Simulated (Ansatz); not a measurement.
Space group Fm-3m (No. 225). a = 6.293 Å, b = 6.293 Å, c = 6.293 Å, α = 90.00°, β = 90.00°, γ = 90.00°
```csv
atom,site,symmetry,x,y,z
K,4a,m-3m,0.0000,0.0000,0.0000
Cl,4b,m-3m,0.5000,0.0000,0.0000
```

Equation of state of this KCl structure (not necessarily the ground state), with shape and atoms relaxed at each volume where symmetry leaves them free. All numbers below come from DFT r2SCAN, scalar-relativistic, plane waves, PAW (Ansatz 0.2.0).

Settings: cutoff 500 eV, Γ-centred mesh 6×6×6 on the computed 2-atom cell, Gaussian smearing of 0.02 eV; no spin polarisation.

```
V (Å³/atom) E − E(largest V) (meV/atom) P (GPa) gap on mesh (eV)
     29.282                         1.63     1.38              6.05
     30.216                        -4.17     0.63              5.94
     31.151                        -5.96     0.00              5.83
     32.085                        -4.38    -0.53              5.72
     33.020                         0.00    -0.97              5.63
```

Problem. Fit a third-order Birch–Murnaghan equation to E(V).

Solution. V0 = 31.15 Å³/atom, B0 = 19 GPa, B0' = 5.0.